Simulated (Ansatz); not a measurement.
**KTe2F9: ³⁹K NMR of the central transition**

Cell: a computed structure from the Materials Project (it need not be an observed phase), its atoms then relaxed with PBE in this cell.

Space group P-1 (No. 2); a = 4.6812, b = 9.2467, c = 9.3395 Å, α = 108.82°, β = 95.35°, γ = 96.14°.

```
site  Wyckoff  site symmetry       x       y       z
   K       2i              1  0.6245  0.7597  0.5409
 Te3       2i              1  0.6341  0.9112  0.1766
 Te5       2i              1  0.8820  0.4628  0.1917
  F7       2i              1  0.2884  0.7635  0.0359
  F9       2i              1  0.5794  0.9227  0.8497
 F11       2i              1  0.7643  0.5453  0.9169
 F13       2i              1  0.1405  0.6046  0.3608
 F15       2i              1  0.0218  0.2947  0.2377
 F17       2i              1  0.6383  0.0891  0.6831
 F19       2i              1  0.3583  0.5436  0.6445
 F21       2i              1  0.1506  0.9336  0.6344
 F23       2i              1  0.2605  0.2637  0.7490
```

One atom of each set is listed.

Computed with Ansatz: DFT, PBE, plane waves and PAW, scalar-relativistic, 420 eV cutoff, Γ-centred 5×3×3 k-points, Fermi–Dirac smearing 0.02 eV.

³⁹K has I = 3/2 and Q = 60.30 mb (Pyykkö 2018); at 35.2 T its Larmor frequency is ν₀ = 70.0 MHz. Only the quadrupole interaction is simulated: positions count from each site's isotropic chemical shift, and J coupling is left out, as are shift anisotropy and dipolar coupling, which fast spinning averages.

Simulated pattern of one K site (fast magic-angle spinning, Gaussian broadening 0.1 kHz):

(offset (kHz), height): (-2.605, 0), (-2.486, 4), (-2.367, 14), (-2.248, 17), (-2.129, 18), (-2.009, 20), (-1.890, 21), (-1.771, 23), (-1.652, 25), (-1.533, 28), (-1.414, 48), (-1.294, 89), (-1.175, 100), (-1.056, 72), (-0.937, 54), (-0.818, 46), (-0.698, 40), (-0.579, 36), (-0.460, 33), (-0.341, 30), (-0.222, 28), (-0.103, 26), (0.017, 10), (0.136, 0)

Q: Which |C_Q| and η does the pattern imply?

A: The pattern spans 2.48 kHz before broadening and its centre of gravity is at -1.12 kHz, which fixes P_Q; the places of the horns and steps fix η. That gives P_Q = 1.77 MHz, |C_Q| = 1.56 MHz and η = 0.92. The sign of C_Q can't be read from the pattern.

The relaxation (5 steps) took 5 min of wall time (5 min of CPU time) and 1.2 GiB at its peak, on 1 thread of Arm Neoverse V2 (aarch64; 8 cores open to the job, memory cap 3.0 GiB, no GPU), a shared host with a load of 0.3 a core.
